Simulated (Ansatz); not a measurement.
Geometry optimisation in Ansatz: input, command and trajectory.

```yaml
crystal:
  lattice:
    - [6.1406455022, 0.0, 0.0]
    - [-3.0703227511, 5.3179550005, 0.0]
    - [0.0, 0.0, 3.7391488534]
  atoms:
    - { symbol: K, position: [0.0, 0.0, 0.0] }
    - { symbol: Cd, position: [0.3333333333, 0.6666666667, 0.0] }
    - { symbol: Cd, position: [0.6666666667, 0.3333333333, 0.0] }
    - { symbol: Os, position: [0.5, 0.0, 0.5] }
    - { symbol: Os, position: [0.5, 0.5, 0.5] }
    - { symbol: Os, position: [0.0, 0.5, 0.5] }
basis:
  ecutwfc: 420
kpoints:
  mp_grid: { grid: [3, 3, 6] }
hamiltonian:
  xc: pbe
scf:
  occupations: { method: gaussian, width: 0.1 }
  lower_state_search: "off"
output:
  forces: true
  stress: true
  eigenvalues: true
relax:
  adjacent_minimum: "off"
  f_tol: 0.04
  max_steps: 70
  cell: { stress_tol: 0.4 }
```

```bash
ansatz run input.yaml --threads 1 --pin off --max-ram 2560MiB --backend cpu --events-out ev --progress --plain --runs-dir out
```

All numbers below come from DFT PBE, scalar-relativistic, plane waves, PAW (Ansatz 0.2.0).

Of 11 frames 10 are shown, positions in Å and forces in eV/Å; the SCF threshold varies from step to step. Steps run on the plane waves of an earlier cell, with a Pulay correction in the pressure. The basis is chosen afresh for the last frame, the zero of the energies, and at times for earlier ones too; energy and pressure can step there, also at an unchanged geometry. Here that happened at step 8 (-33 meV/atom, 2.6 GPa); frames between the last choice of the basis and such a step carry an error that grows, as the cell changes, to that size.

```xyz
6
Lattice="6.1406 0.0000 0.0000 -3.0703 5.3180 0.0000 0.0000 0.0000 3.7391" Properties=species:S:1:pos:R:3:forces:R:3 pbc="T T T" step=1 free_energy_over_end_meV_per_atom=791.60 pressure_GPa=9.07
K     0.0000    0.0000    0.0000    0.0000    0.0000    0.0000
Cd    0.0000    3.5453    0.0000    0.0000    0.0000    0.0000
Cd    3.0703    1.7727    0.0000    0.0000    0.0000    0.0000
Os    3.0703    0.0000    1.8696    0.0000    0.0000    0.0000
Os    1.5352    2.6590    1.8696    0.0000    0.0000    0.0000
Os   -1.5352    2.6590    1.8696    0.0000    0.0000    0.0000
6
Lattice="6.0933 0.0000 0.0000 -3.0467 5.2770 0.0000 0.0000 0.0000 3.9214" Properties=species:S:1:pos:R:3:forces:R:3 pbc="T T T" step=2 free_energy_over_end_meV_per_atom=615.47 pressure_GPa=2.18
K     0.0000    0.0000    0.0000    0.0000    0.0000    0.0000
Cd    0.0000    3.5180    0.0000    0.0000    0.0000    0.0000
Cd    3.0467    1.7590    0.0000    0.0000    0.0000    0.0000
Os    3.0467    0.0000    1.9607    0.0000    0.0000    0.0000
Os    1.5233    2.6385    1.9607    0.0000    0.0000    0.0000
Os   -1.5233    2.6385    1.9607    0.0000    0.0000    0.0000
6
Lattice="5.9365 0.0000 0.0000 -2.9682 5.1411 0.0000 0.0000 0.0000 4.1036" Properties=species:S:1:pos:R:3:forces:R:3 pbc="T T T" step=3 free_energy_over_end_meV_per_atom=423.14 pressure_GPa=-0.25
K     0.0000    0.0000    0.0000    0.0000    0.0000    0.0000
Cd    0.0000    3.4274    0.0000    0.0000    0.0000    0.0000
Cd    2.9682    1.7137    0.0000    0.0000    0.0000    0.0000
Os    2.9682    0.0000    2.0518    0.0000    0.0000    0.0000
Os    1.4841    2.5706    2.0518    0.0000    0.0000    0.0000
Os   -1.4841    2.5706    2.0518    0.0000    0.0000    0.0000
6
Lattice="5.7332 0.0000 0.0000 -2.8666 4.9651 0.0000 0.0000 0.0000 4.2853" Properties=species:S:1:pos:R:3:forces:R:3 pbc="T T T" step=4 free_energy_over_end_meV_per_atom=233.53 pressure_GPa=-0.58
K     0.0000    0.0000    0.0000    0.0000    0.0000    0.0000
Cd    0.0000    3.3101    0.0000    0.0000    0.0000    0.0000
Cd    2.8666    1.6550    0.0000    0.0000    0.0000    0.0000
Os    2.8666    0.0000    2.1426    0.0000    0.0000    0.0000
Os    1.4333    2.4826    2.1426    0.0000    0.0000    0.0000
Os   -1.4333    2.4826    2.1426    0.0000    0.0000    0.0000
6
Lattice="5.5137 0.0000 0.0000 -2.7569 4.7750 0.0000 0.0000 0.0000 4.4681" Properties=species:S:1:pos:R:3:forces:R:3 pbc="T T T" step=5 free_energy_over_end_meV_per_atom=93.92 pressure_GPa=1.04
K     0.0000    0.0000    0.0000    0.0000    0.0000    0.0000
Cd    0.0000    3.1833    0.0000    0.0000    0.0000    0.0000
Cd    2.7569    1.5917    0.0000    0.0000    0.0000    0.0000
Os    2.7569    0.0000    2.2340    0.0000    0.0000    0.0000
Os    1.3784    2.3875    2.2340    0.0000    0.0000    0.0000
Os   -1.3784    2.3875    2.2340    0.0000    0.0000    0.0000
6
Lattice="5.3693 0.0000 0.0000 -2.6847 4.6500 0.0000 0.0000 0.0000 4.6669" Properties=species:S:1:pos:R:3:forces:R:3 pbc="T T T" step=7 free_energy_over_end_meV_per_atom=47.00 pressure_GPa=0.06
K     0.0000    0.0000    0.0000    0.0000    0.0000    0.0000
Cd    0.0000    3.1000    0.0000    0.0000    0.0000    0.0000
Cd    2.6847    1.5500    0.0000    0.0000    0.0000    0.0000
Os    2.6847    0.0000    2.3334    0.0000    0.0000    0.0000
Os    1.3423    2.3250    2.3334    0.0000    0.0000    0.0000
Os   -1.3423    2.3250    2.3334    0.0000    0.0000    0.0000
6
Lattice="5.3693 0.0000 0.0000 -2.6847 4.6500 0.0000 0.0000 0.0000 4.6669" Properties=species:S:1:pos:R:3:forces:R:3 pbc="T T T" step=8 free_energy_over_end_meV_per_atom=13.57 pressure_GPa=2.62
K     0.0000    0.0000    0.0000    0.0000    0.0000    0.0000
Cd    0.0000    3.1000    0.0000    0.0000    0.0000    0.0000
Cd    2.6847    1.5500    0.0000    0.0000    0.0000    0.0000
Os    2.6847    0.0000    2.3334    0.0000    0.0000    0.0000
Os    1.3423    2.3250    2.3334    0.0000    0.0000    0.0000
Os   -1.3423    2.3250    2.3334    0.0000    0.0000    0.0000
6
Lattice="5.3553 0.0000 0.0000 -2.6777 4.6378 0.0000 0.0000 0.0000 4.7864" Properties=species:S:1:pos:R:3:forces:R:3 pbc="T T T" step=9 free_energy_over_end_meV_per_atom=1.00 pressure_GPa=-0.06
K     0.0000    0.0000    0.0000    0.0000    0.0000    0.0000
Cd    0.0000    3.0919    0.0000    0.0000    0.0000    0.0000
Cd    2.6777    1.5459    0.0000    0.0000    0.0000    0.0000
Os    2.6777    0.0000    2.3932    0.0000    0.0000    0.0000
Os    1.3388    2.3189    2.3932    0.0000    0.0000    0.0000
Os   -1.3388    2.3189    2.3932    0.0000    0.0000    0.0000
6
Lattice="5.3365 0.0000 0.0000 -2.6682 4.6215 0.0000 0.0000 0.0000 4.8229" Properties=species:S:1:pos:R:3:forces:R:3 pbc="T T T" step=10 free_energy_over_end_meV_per_atom=0.11 pressure_GPa=-0.07
K     0.0000    0.0000    0.0000    0.0000    0.0000    0.0000
Cd    0.0000    3.0810    0.0000    0.0000    0.0000    0.0000
Cd    2.6682    1.5405    0.0000    0.0000    0.0000    0.0000
Os    2.6682    0.0000    2.4115    0.0000    0.0000    0.0000
Os    1.3341    2.3108    2.4115    0.0000    0.0000    0.0000
Os   -1.3341    2.3108    2.4115    0.0000    0.0000    0.0000
6
Lattice="5.3365 0.0000 0.0000 -2.6682 4.6215 0.0000 0.0000 0.0000 4.8229" Properties=species:S:1:pos:R:3:forces:R:3 pbc="T T T" step=11 free_energy_over_end_meV_per_atom=0.00 pressure_GPa=-0.08
K     0.0000    0.0000    0.0000    0.0000    0.0000    0.0000
Cd    0.0000    3.0810    0.0000    0.0000    0.0000    0.0000
Cd    2.6682    1.5405    0.0000    0.0000    0.0000    0.0000
Os    2.6682    0.0000    2.4115    0.0000    0.0000    0.0000
Os    1.3341    2.3108    2.4115    0.0000    0.0000    0.0000
Os   -1.3341    2.3108    2.4115    0.0000    0.0000    0.0000
```

The start puts this composition into another compound's structure type, which needn't suit it. At the end the space group is P6/mmm (tolerance 0.05 Å).

It took 49 s on 1 thread of Arm Neoverse V2, with other jobs on the host, peak memory 0.43 GiB.

The k mesh is coarse. Spin–orbit coupling is left out, which can shift energies with elements as heavy as these.